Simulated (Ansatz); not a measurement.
Cs2YAgF6:
```
CELL_PARAMETERS angstrom
      0.00000     4.61102     4.61102
      4.61102     0.00000     4.61102
      4.61102     4.61102     0.00000
ATOMIC_POSITIONS crystal
  Cs 0.75000 0.75000 0.75000
  Cs 0.25000 0.25000 0.25000
  Y  0.50000 0.50000 0.50000
  Ag 0.00000 0.00000 0.00000
  F  0.73493 0.26507 0.26507
  F  0.26507 0.73493 0.73493
  F  0.26507 0.73493 0.26507
  F  0.73493 0.26507 0.73493
  F  0.26507 0.26507 0.73493
  F  0.73493 0.73493 0.26507
```

Relaxed with r²SCAN. Special points in fractions of this cell's reciprocal vectors: Γ (0.000, 0.000, 0.000); X (0.500, 0.000, 0.500); U (0.625, 0.250, 0.625); K (0.375, 0.375, 0.750); L (0.500, 0.500, 0.500); W (0.500, 0.250, 0.750).

**Question.** List the band energies nearest the valence-band maximum at these points for DFT-r²SCAN in the program Ansatz with PAW potentials.

**Answer.** In eV from the valence-band maximum; about four levels below and three above (degenerate sets whole), none deeper than 8.9 eV; points with the same levels are listed once.

```csv
k,below,above
Γ,-0.90 -0.90 -0.90 -0.23 -0.23,3.89 6.18 6.18
X,-0.80 -0.80 -0.23 -0.19,4.76 6.40 6.53 6.53
U,-0.81 -0.81 -0.16 -0.11,4.88 6.51 6.53 6.54
L,-0.84 -0.84 -0.84 0.00 0.00,5.01 6.28 6.28
W,-0.84 -0.84 -0.80 -0.20 -0.08,4.90 6.52 6.52 6.53
```

Space group Fm-3m. The workflow started from a Materials Project entry (that database holds measured and hypothetical structures alike); the Crystallography Open Database copy checked does not list it. Whether it is the stable phase at ambient conditions was not checked. The r²SCAN relaxation kept the symmetry of its start; its stability against distortions is not shown here. No spin polarisation was allowed. Scalar-relativistic: spin–orbit coupling is off unless named, which matters more the heavier the elements.

Potentials: the later of the program's two PAW sets.
